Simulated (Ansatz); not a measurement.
Nb:
```yaml
crystal:
  lattice:
    - [4.88971, 0.00000, 0.00000]
    - [-2.44485, 4.23461, 0.00000]
    - [0.00000, 0.00000, 2.67795]
  atoms:
    - { symbol: Nb, position: [0.00000, 0.00000, 0.00000] }
    - { symbol: Nb, position: [0.66667, 0.33333, 0.50000] }
    - { symbol: Nb, position: [0.33333, 0.66667, 0.50000] }
```

Relaxed with PBE. Special points in fractions of this cell's reciprocal vectors: Γ (0.000, 0.000, 0.000); M (0.500, 0.000, 0.000); K (0.333, 0.333, 0.000); A (0.000, 0.000, 0.500); L (0.500, 0.000, 0.500); H (0.333, 0.333, 0.500).

Problem. List the band energies nearest the Fermi level at these points for the program Ansatz at the PBE with spin–orbit coupling level (PAW).

Solution. In eV from the Fermi level; about four levels below and three above (degenerate sets whole), none deeper than 8.9 eV; points with the same levels are listed once.

| k | below | above |
|---|---|---|
| Γ | -1.18 -1.18 -1.18 -1.18 -1.06 -1.06 | 0.51 0.51 0.66 0.66 |
| M | -1.05 -1.05 -0.95 -0.95 | 1.42 1.42 1.98 1.98 |
| K | -0.11 -0.11 -0.09 -0.09 | 2.61 2.61 2.63 2.63 2.64 2.64 |
| A | -0.17 -0.17 -0.07 -0.07 | 1.07 1.07 1.16 1.16 |
| L | -0.99 -0.99 -0.66 -0.66 | 0.80 0.80 0.85 0.85 |
| H | -2.01 -2.01 -1.24 -1.24 | 0.04 0.04 0.14 0.14 |

Space group P6/mmm. The start of the workflow was typed in or built on a structure type; neither database checked (COD, Materials Project) lists it. It is not the phase usual at ambient conditions (space group No. 229). Symmetry was held in the PBE relaxation; its stability against distortions is not shown here. No spin polarisation was allowed.

Potentials: the earlier of the program's two PAW sets.
